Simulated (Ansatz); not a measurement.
Structure types of Ga were relaxed at one common pressure (all-electron LAPW in Ansatz 0.2.0 under PBEsol, scalar-relativistic, no spin polarisation, zero temperature). They take these volumes:

```
    type  space group  V (Å³/atom)
     bcc        Im-3m        10.85
     hcp     P6_3/mmc        10.78
   omega       P6/mmm        10.89
beta tin     I4_1/amd        11.18
      sc        Pm-3m        11.32
```

Problem. At about which pressure, and is the densest type also the lowest in enthalpy?

Solution. 100 GPa. The densest is hcp, and it is also the lowest in enthalpy among these.
